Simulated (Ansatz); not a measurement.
Relaxing AsAu in the zincblende type

First guess:

```yaml
crystal:
  lattice:
    - [0.00000, 3.02244, 3.02244]
    - [3.02244, 0.00000, 3.02244]
    - [3.02244, 3.02244, 0.00000]
  atoms:
    - { symbol: Au, position: [0.00000, 0.00000, 0.00000] }
    - { symbol: As, position: [0.25000, 0.25000, 0.25000] }
```

Level of theory: DFT, PBE, PAW with Ansatz's default frozen-core files, scalar-relativistic (Ansatz 0.2.0).

Cell and atoms relax within the symmetry of the start on a 11×11×11 k mesh with 0.08 eV Fermi–Dirac smearing.

The start is built from a prototype, known or not as a phase of this compound; the cutoff is 420 eV.

No spin–orbit coupling, which matters for the heavy atoms here.

Problem. What is the pressure of the first guess?

Solution. -5.60 GPa.

Problem. What does it relax to?

Solution. a = 5.841 Å, b = 5.841 Å, c = 5.841 Å, α = 90.00°, β = 90.00°, γ = 90.00° (conventional cell), 24.90 Å³ per atom:
```
CELL_PARAMETERS angstrom
0.00000 2.92028 2.92028
2.92028 0.00000 2.92028
2.92028 2.92028 0.00000
ATOMIC_POSITIONS crystal
Au 0.00000 0.00000 0.00000
As 0.25000 0.25000 0.25000
```

Problem. How much energy does the relaxation release?

Solution. 53 meV/atom.
